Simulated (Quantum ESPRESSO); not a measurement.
## Ga3SiN3C (one run as intended and one with a planted mistake)

Simulated, not a measurement. The program is pw.x of Quantum ESPRESSO 7.5 (plane-wave density functional theory). The cell is made up: 8 atoms on a wurtzite lattice, with randomly drawn elements, strain and displacements, not relaxed. PseudoDojo standard norm-conserving files (v0.5 for PBE, v0.4.1 for LDA and PBEsol) set the functional; there is no spin polarisation, spin-orbit coupling or dispersion term, and the masses in the input are unused placeholders.

Intended input:

```
&control calculation='scf', pseudo_dir='./dojo.nc.sr.pbe.v0_5.standard.upf', outdir='./o', disk_io='low', tprnfor=.true., tstress=.true. /
&system ibrav=0, nat=8, ntyp=4, nbnd=37, ecutwfc=84.00895049, nosym=.true., tot_charge=0,
 occupations='smearing', smearing='fd', degauss=0.0018374661
/
&electrons conv_thr=7.350e-09, electron_maxstep=60, /
ATOMIC_SPECIES
C 1.0 C.upf
Ga 1.0 Ga.upf
N 1.0 N.upf
Si 1.0 Si.upf
CELL_PARAMETERS angstrom
3.2684 0.0 0.0
0.0 5.661 0.0
0.0 0.0 5.3373
ATOMIC_POSITIONS angstrom
Ga 0.0561 0.004 0.0099
Ga 1.6432 2.8048 -0.0152
Ga 1.6424 0.9417 2.6894
Si 0.0157 3.7915 2.6142
N -0.0609 0.0129 2.007
C 1.6562 2.7891 1.9793
N 1.6161 0.9729 4.6037
N -0.0528 3.75 4.6605
K_POINTS automatic
5 4 4 1 1 1
```

The log is shortened where brackets say so; the opening notice, blank lines, dates and the lines on written files are dropped, and the path of the files is cut. It prints rydbergs, bohrs and kilobars, and counts compression as positive stress. Where no state is partly filled, the Fermi energy that it prints is only some level between the filled and the empty states on the mesh, and need not lie in the true gap.

Log of the intended run:

```
     Program PWSCF v.7.5
     Parallel version (MPI & OpenMP), running on       4 processor cores
     Number of MPI processes:                 4
     Threads/MPI process:                     1
     [start-up lines left out]
     bravais-lattice index     =            0
     lattice parameter (alat)  =       6.1764  a.u.
     unit-cell volume          =     666.4178 (a.u.)^3
     number of atoms/cell      =            8
     number of atomic types    =            4
     number of electrons       =        62.00
     number of Kohn-Sham states=           37
     kinetic-energy cutoff     =      84.0090  Ry
     charge density cutoff     =     336.0358  Ry
     scf convergence threshold =      7.3E-09
     mixing beta               =       0.7000
     number of iterations used =            8  plain     mixing
     Exchange-correlation= PBE
                           (   1   4   3   4   0   0   0)
     [axes and pseudopotential details left out]
   Cartesian axes
     site n.     atom                  positions (alat units)
         1        Ga     tau(   1) = (   0.0171644   0.0012238   0.0030290  )
         2        Ga     tau(   2) = (   0.5027536   0.8581569  -0.0046506  )
         3        Ga     tau(   3) = (   0.5025089   0.2881226   0.8228491  )
         4        Si     tau(   4) = (   0.0048036   1.1600477   0.7998409  )
         5        N      tau(   5) = (  -0.0186330   0.0039469   0.6140619  )
         6        C      tau(   6) = (   0.5067311   0.8533533   0.6055868  )
         7        N      tau(   7) = (   0.4944621   0.2976686   1.4085485  )
         8        N      tau(   8) = (  -0.0161547   1.1473504   1.4259271  )
     number of k points=    40  Fermi-Dirac smearing, width (Ry)=  0.0018
                       cart. coord. in units 2pi/alat
        k(    1) = (   0.1000000   0.0721692   0.0765462), wk =   0.0500000
        k(    2) = (   0.1000000   0.0721692   0.2296386), wk =   0.0500000
     [further k points left out]
     Dense  grid:    69229 G-vectors     FFT dimensions: (  40,  64,  60)
     Estimated max dynamical RAM per process >     139.00 MB
     Estimated total dynamical RAM >     505.29 MB
     Initial potential from superposition of free atoms
     starting charge      61.9913, renormalised to      62.0000
     Starting wfcs are   47 randomized atomic wfcs
     total cpu time spent up to now is        2.4 secs
     per-process dynamical memory:   101.6 Mb
     Self-consistent Calculation
     iteration #  1     ecut=    84.01 Ry     beta= 0.70
     Davidson diagonalization with overlap
     ethr =  1.00E-02,  avg # of iterations =  3.0
     total cpu time spent up to now is        5.5 secs
     total energy              =    -540.87027795 Ry
     estimated scf accuracy    <       1.91785247 Ry
     iteration #  2     ecut=    84.01 Ry     beta= 0.70
     Davidson diagonalization with overlap
     ethr =  3.09E-03,  avg # of iterations =  3.3
     total cpu time spent up to now is        8.5 secs
     total energy              =    -541.39743186 Ry
     estimated scf accuracy    <       1.98123708 Ry
     [iterations 3 to 11 left out]
     iteration # 12     ecut=    84.01 Ry     beta= 0.70
     Davidson diagonalization with overlap
     ethr =  7.13E-11,  avg # of iterations =  4.1
     total cpu time spent up to now is       37.9 secs
     total energy              =    -541.74908989 Ry
     estimated scf accuracy    <       0.00000003 Ry
     iteration # 13     ecut=    84.01 Ry     beta= 0.70
     Davidson diagonalization with overlap
     ethr =  4.05E-11,  avg # of iterations =  2.0
     total cpu time spent up to now is       40.5 secs
     End of self-consistent calculation
     [lines on levels left out]
     the Fermi energy is    10.6393 ev
!    total energy              =    -541.74908989 Ry
     estimated scf accuracy    <          1.8E-09 Ry
     smearing contrib. (-TS)   =       0.00000000 Ry
     internal energy E=F+TS    =    -541.74908989 Ry
     The total energy is F=E-TS. E is the sum of the following terms:
     one-electron contribution =    -211.39544943 Ry
     hartree contribution      =     159.34672248 Ry
     xc contribution           =    -151.39321051 Ry
     ewald contribution        =    -338.30715244 Ry
     convergence has been achieved in  13 iterations
     Forces acting on atoms (cartesian axes, Ry/au):
     atom    1 type  2   force =    -0.02639249   -0.00158757   -0.02530156
     atom    2 type  2   force =    -0.01977473    0.00748470   -0.00702065
     atom    3 type  2   force =    -0.02219703    0.00976741   -0.01391549
     atom    4 type  4   force =    -0.01373621   -0.02255116    0.01417026
     atom    5 type  3   force =     0.03858664   -0.09786781    0.01941206
     atom    6 type  1   force =    -0.00534315    0.10722253    0.05038038
     atom    7 type  3   force =     0.01468696   -0.03847263    0.05191280
     atom    8 type  3   force =     0.03417002    0.03600454   -0.08963779
     Total force =     0.209553     Total SCF correction =     0.000068
     Computing stress (Cartesian axis) and pressure
          total   stress  (Ry/bohr**3)                   (kbar)     P=     -110.21
  -0.00078312   0.00004898  -0.00006673         -115.20        7.20       -9.82
   0.00004898  -0.00083501   0.00000405            7.20     -122.83        0.60
  -0.00006673   0.00000405  -0.00062947           -9.82        0.60      -92.60
     init_run     :      2.26s CPU      2.33s WALL (       1 calls)
     electrons    :     37.93s CPU     38.06s WALL (       1 calls)
     forces       :      0.46s CPU      0.47s WALL (       1 calls)
     stress       :      1.50s CPU      1.50s WALL (       1 calls)
     [timing details left out]
     PWSCF        :     42.23s CPU     42.47s WALL
     JOB DONE.
```

A second run has one planted mistake: the self-consistency threshold is too loose. The input lines that differ, file-writing options aside:

```
- &electrons conv_thr=7.350e-09, electron_maxstep=60, /
+ &electrons conv_thr=3.675e-02, electron_maxstep=60, /
```

Its log:

```
     Program PWSCF v.7.5
     Parallel version (MPI & OpenMP), running on       4 processor cores
     Number of MPI processes:                 4
     Threads/MPI process:                     1
     [start-up lines left out]
     bravais-lattice index     =            0
     lattice parameter (alat)  =       6.1764  a.u.
     unit-cell volume          =     666.4178 (a.u.)^3
     number of atoms/cell      =            8
     number of atomic types    =            4
     number of electrons       =        62.00
     number of Kohn-Sham states=           37
     kinetic-energy cutoff     =      84.0090  Ry
     charge density cutoff     =     336.0358  Ry
     scf convergence threshold =      3.7E-02
     mixing beta               =       0.7000
     number of iterations used =            8  plain     mixing
     Exchange-correlation= PBE
                           (   1   4   3   4   0   0   0)
     [axes and pseudopotential details left out]
   Cartesian axes
     site n.     atom                  positions (alat units)
         1        Ga     tau(   1) = (   0.0171644   0.0012238   0.0030290  )
         2        Ga     tau(   2) = (   0.5027536   0.8581569  -0.0046506  )
         3        Ga     tau(   3) = (   0.5025089   0.2881226   0.8228491  )
         4        Si     tau(   4) = (   0.0048036   1.1600477   0.7998409  )
         5        N      tau(   5) = (  -0.0186330   0.0039469   0.6140619  )
         6        C      tau(   6) = (   0.5067311   0.8533533   0.6055868  )
         7        N      tau(   7) = (   0.4944621   0.2976686   1.4085485  )
         8        N      tau(   8) = (  -0.0161547   1.1473504   1.4259271  )
     number of k points=    40  Fermi-Dirac smearing, width (Ry)=  0.0018
                       cart. coord. in units 2pi/alat
        k(    1) = (   0.1000000   0.0721692   0.0765462), wk =   0.0500000
        k(    2) = (   0.1000000   0.0721692   0.2296386), wk =   0.0500000
     [further k points left out]
     Dense  grid:    69229 G-vectors     FFT dimensions: (  40,  64,  60)
     Estimated max dynamical RAM per process >     139.00 MB
     Estimated total dynamical RAM >     505.29 MB
     Initial potential from superposition of free atoms
     starting charge      61.9913, renormalised to      62.0000
     Starting wfcs are   47 randomized atomic wfcs
     total cpu time spent up to now is        2.4 secs
     per-process dynamical memory:   101.7 Mb
     Self-consistent Calculation
     iteration #  1     ecut=    84.01 Ry     beta= 0.70
     Davidson diagonalization with overlap
     ethr =  1.00E-02,  avg # of iterations =  3.0
     total cpu time spent up to now is        5.4 secs
     total energy              =    -540.87027795 Ry
     estimated scf accuracy    <       1.91785247 Ry
     iteration #  2     ecut=    84.01 Ry     beta= 0.70
     Davidson diagonalization with overlap
     ethr =  3.09E-03,  avg # of iterations =  3.3
     total cpu time spent up to now is        8.3 secs
     total energy              =    -541.39743186 Ry
     estimated scf accuracy    <       1.98123708 Ry
     iteration #  3     ecut=    84.01 Ry     beta= 0.70
     Davidson diagonalization with overlap
     ethr =  3.09E-03,  avg # of iterations =  2.0
     total cpu time spent up to now is       10.8 secs
     total energy              =    -541.72632041 Ry
     estimated scf accuracy    <       0.05198902 Ry
     iteration #  4     ecut=    84.01 Ry     beta= 0.70
     Davidson diagonalization with overlap
     ethr =  8.39E-05,  avg # of iterations =  6.0
     total cpu time spent up to now is       14.2 secs
     End of self-consistent calculation
     [lines on levels left out]
     the Fermi energy is    10.6205 ev
!    total energy              =    -541.74701295 Ry
     estimated scf accuracy    <       0.00563883 Ry
     smearing contrib. (-TS)   =       0.00000000 Ry
     internal energy E=F+TS    =    -541.74701295 Ry
     The total energy is F=E-TS. E is the sum of the following terms:
     one-electron contribution =    -211.33385228 Ry
     hartree contribution      =     159.32399533 Ry
     xc contribution           =    -151.43000356 Ry
     ewald contribution        =    -338.30715244 Ry
     convergence has been achieved in   4 iterations
     Forces acting on atoms (cartesian axes, Ry/au):
     atom    1 type  2   force =    -0.02575985    0.01800261   -0.02893342
     atom    2 type  2   force =    -0.01815953   -0.01342774   -0.01426155
     atom    3 type  2   force =    -0.02229510    0.01418159   -0.00524785
     atom    4 type  4   force =    -0.01403993   -0.02264042    0.01462198
     atom    5 type  3   force =     0.03827142   -0.10296464    0.01959534
     atom    6 type  1   force =    -0.00553149    0.11037276    0.04997977
     atom    7 type  3   force =     0.01403177   -0.04188830    0.05298922
     atom    8 type  3   force =     0.03348271    0.03836414   -0.08874349
     Total force =     0.215815     Total SCF correction =     0.290301
     SCF correction compared to forces is large: reduce conv_thr to get better values
     Computing stress (Cartesian axis) and pressure
          total   stress  (Ry/bohr**3)                   (kbar)     P=      -87.66
  -0.00061599   0.00004755  -0.00005729          -90.62        6.99       -8.43
   0.00004755  -0.00068577   0.00001155            6.99     -100.88        1.70
  -0.00005729   0.00001155  -0.00048585           -8.43        1.70      -71.47
     init_run     :      2.22s CPU      2.29s WALL (       1 calls)
     electrons    :     11.77s CPU     11.87s WALL (       1 calls)
     forces       :      0.43s CPU      0.44s WALL (       1 calls)
     stress       :      1.39s CPU      1.40s WALL (       1 calls)
     [timing details left out]
     PWSCF        :     15.89s CPU     16.11s WALL
     JOB DONE.
```

```
                                            intended run  run with the mistake
                          free energy (eV)     -7370.872             -7370.844
                    smearing term -TS (eV)        0.0000                0.0000
                            pressure (GPa)        -11.02                 -8.77
            largest force component (eV/Å)         2.757                 2.838
largest change of a force component (eV/Å)                               0.538
                                iterations            13                     4
```

For scale, a rerun of the intended cell at 1437 eV and a 7 x 6 x 6 mesh moved values by no more than 0.010 eV in energy, 0.08 GPa in stress and 0.009 eV/Å in force.